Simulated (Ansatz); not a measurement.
GaN:
Space group P6₃/mmc (No. 194); a = b = 2.967 Å, c = 5.033 Å, α = β = 90.00°, γ = 120.00°

```
atom  site  symmetry       x       y       z
----  ----  --------  ------  ------  ------
Ga      2a      -3m.  0.0000  0.0000  0.0000
N       2c      -6m2  0.3333  0.6667  0.2500
```

Relaxed with r²SCAN.

Which orbitals make up the states near the band edges in DFT-r²SCAN in the program Ansatz with PAW potentials?

Top 1 eV of the valence band: N 2p 91 %. Bottom 1 eV of the conduction band: Ga 4s 80 %, N 2p 8 %, N 2s 6 %. Projections are on Löwdin-orthogonalised atomic valence shells; empty p or d shells of many metals are not among them.

Tabulate the density of states.

States/eV per cell of 4 atoms, in 0.25 eV bins, energy from the valence-band maximum.

```tsv
E (eV)	total	N 2p	Ga 4s	Ga 4p
-7.85	0.96	0.48	0.31	0.10
-7.60	1.69	0.85	0.53	0.17
-7.35	1.46	0.74	0.41	0.18
-7.10	1.40	0.72	0.36	0.20
-6.85	1.65	0.86	0.38	0.26
-6.60	1.30	0.68	0.26	0.22
-6.35	1.18	0.62	0.20	0.22
-6.10	1.49	0.80	0.24	0.27
-5.85	1.21	0.65	0.20	0.19
-5.60	0.81	0.44	0.14	0.11
-5.35	0.79	0.45	0.09	0.16
-5.10	1.06	0.63	0.09	0.24
-4.85	1.46	0.90	0.10	0.36
-4.60	1.48	0.91	0.11	0.33
-4.35	1.14	0.72	0.07	0.26
-4.10	1.07	0.68	0.06	0.23
-3.85	1.07	0.70	0.05	0.22
-3.60	1.15	0.77	0.05	0.23
-3.35	1.28	0.89	0.04	0.25
-3.10	1.33	0.95	0.04	0.25
-2.85	1.55	1.14	0.04	0.28
-2.60	1.78	1.32	0.07	0.29
-2.35	1.91	1.45	0.07	0.29
-2.10	1.82	1.41	0.06	0.24
-1.85	2.30	1.83	0.07	0.27
-1.60	1.96	1.61	0.05	0.21
-1.35	2.20	1.86	0.04	0.20
-1.10	3.00	2.62	0.06	0.20
-0.85	2.85	2.56	0.03	0.15
-0.60	1.59	1.44	0.01	0.07
-0.35	1.25	1.16	0.00	0.03
-0.10	0.51	0.48	0.00	0.01
0.15	0.00	0.00	0.00	0.00
0.40	0.00	0.00	0.00	0.00
0.65	0.00	0.00	0.00	0.00
0.90	0.00	0.00	0.00	0.00
1.15	0.00	0.00	0.00	0.00
1.40	0.00	0.00	0.00	0.00
1.65	0.00	0.00	0.00	0.00
1.90	0.00	0.00	0.00	0.00
2.15	0.03	0.00	0.03	0.00
2.40	0.07	0.00	0.06	0.00
2.65	0.11	0.01	0.09	0.00
2.90	0.21	0.02	0.14	0.02
3.15	0.43	0.05	0.27	0.05
3.40	0.71	0.11	0.42	0.08
3.65	0.81	0.14	0.47	0.10
3.90	0.80	0.15	0.45	0.10
4.15	0.82	0.16	0.43	0.11
4.40	0.85	0.18	0.41	0.12
4.65	0.97	0.22	0.43	0.15
4.90	1.18	0.30	0.48	0.18
5.15	1.17	0.32	0.46	0.18
5.40	1.18	0.33	0.41	0.21
5.65	1.10	0.31	0.38	0.21
5.90	1.45	0.42	0.48	0.26
6.15	1.60	0.47	0.55	0.28
6.40	1.06	0.28	0.30	0.27
6.65	0.88	0.20	0.21	0.28
```

Space group P6_3/mmc (NiAs type). A made-up cell: these elements were put on the sites of a structure type; the Crystallography Open Database copy checked does not list it. It is not the phase usual at ambient conditions (space group No. 186, 216). The r²SCAN relaxation kept the symmetry of its start; its stability against distortions is not shown here. Spin–orbit coupling is left out wherever it is not named.

Potentials: the later of the program's two PAW sets.
